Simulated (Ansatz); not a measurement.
GaN:
```
GaN
1.0
    3.18312     0.00000     0.00000
   -1.59156     2.75666     0.00000
    0.00000     0.00000     5.18369
Ga N
2 2
Cartesian
  1.59156   0.91889   0.00512
  0.00000   1.83778   2.59697
  1.59156   0.91889   3.23573
  0.00000   1.83778   0.64388
```

Relaxed with r²SCAN. Special points in fractions of this cell's reciprocal vectors: Γ (0.000, 0.000, 0.000); M (0.500, 0.000, 0.000); K (0.333, 0.333, 0.000); A (0.000, 0.000, 0.500); L (0.500, 0.000, 0.500); H (0.333, 0.333, 0.500).

Problem. List the band energies nearest the valence-band maximum at these points for r²SCAN in the plane-wave PAW code Ansatz.

Solution. In eV from the valence-band maximum; about four levels below and three above (degenerate sets whole), none deeper than 8.9 eV; points with the same levels are listed once.

| k | below | above |
|---|---|---|
| Γ | -1.07 -1.07 -0.04 0.00 0.00 | 2.35 4.83 9.97 |
| M | -4.29 -2.83 -2.24 -1.03 | 5.59 6.14 6.56 |
| K | -5.42 -5.42 -5.41 -3.05 -3.05 -2.80 | 5.61 8.55 8.55 |
| A | -0.55 -0.55 -0.55 -0.55 | 4.78 4.78 9.20 9.20 |
| L | -2.01 -2.01 -1.95 -1.95 | 4.90 4.90 8.44 8.44 |
| H | -4.30 -4.30 -1.52 -1.52 | 7.03 7.03 7.88 7.88 |

Space group P6_3mc (wurtzite). The cell was relaxed with r²SCAN under the symmetry of its start; phonons on a q-mesh show no instability. Spin–orbit coupling is left out wherever it is not named.

Potentials: the later of the program's two PAW sets.
